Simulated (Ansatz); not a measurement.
AlGa5P6 (P31m)

Computed with Ansatz 0.2.0, DFT PBE, scalar-relativistic, plane waves, PAW.

Cutoff 420 eV; k points 6×6×4 on the computed 12-atom cell (Γ-centred); Gaussian smearing, width 0.02 eV; no spin polarisation.

The structure is relaxed at this level of theory with its symmetry kept, and needn't be the ground state of this composition.

```cif
data_structure
_symmetry_space_group_name_H-M 'P 1'
_symmetry_Int_Tables_number 1
_cell_length_a 6.7256
_cell_length_b 6.7256
_cell_length_c 6.3939
_cell_angle_alpha 90.000
_cell_angle_beta 90.000
_cell_angle_gamma 120.000
_cell_volume 250.47
loop_
_atom_site_label
_atom_site_type_symbol
_atom_site_fract_x
_atom_site_fract_y
_atom_site_fract_z
_atom_site_occupancy
Al1 Al 0.00000 0.00000 0.49922 1
Ga1 Ga 0.33333 0.66667 0.49996 1
Ga2 Ga 0.66667 0.33333 0.49996 1
Ga3 Ga 0.00000 0.66664 0.00014 1
Ga4 Ga 0.66664 0.00000 0.00014 1
Ga5 Ga 0.33336 0.33336 0.00014 1
P1 P 0.33333 0.66667 0.87426 1
P2 P 0.00000 0.00000 0.87301 1
P3 P 0.66667 0.33333 0.87426 1
P4 P 0.00000 0.66697 0.37430 1
P5 P 0.66697 0.00000 0.37430 1
P6 P 0.33303 0.33303 0.37430 1
```

(1) Formation energy from the elements' standard states (uncorrected)?

(2) Kohn–Sham band gap?

(3) Orbital (Löwdin) character of the top 1 eV of the valence band?

(4) Orbital (Löwdin) character of the lowest 1 eV of the conduction band?

(5) Electron masses at the edge by direction of the standard setting (m_e; one valley, along these axes only; no spin-orbit coupling)?

(6) Hole masses at the edge by direction of the standard setting (m_e; one valley, along these axes only; no spin-orbit coupling)?

## Answers

(1) -0.456 eV/atom.

(2) 1.40 eV, direct at Γ.

(3) P 3p 79 %, Ga 4p 16 %.

(4) Ga 4s 24 %, Ga 4p 23 %, P 3p 20 %, P 3s 16 %, unprojected 10 %.

(5) x: 0.13; y: 0.13; z: 0.51.

(6) x: 1.1, 0.11; y: 1.1, 0.11; z: 1.0, 1.0.

The cell was found from a structure generator's guess, not taken from experiment. Kohn–Sham gaps at this level usually fall short of measured ones. Löwdin shares on free-atom orbitals overweight diffuse shells in the empty bands.
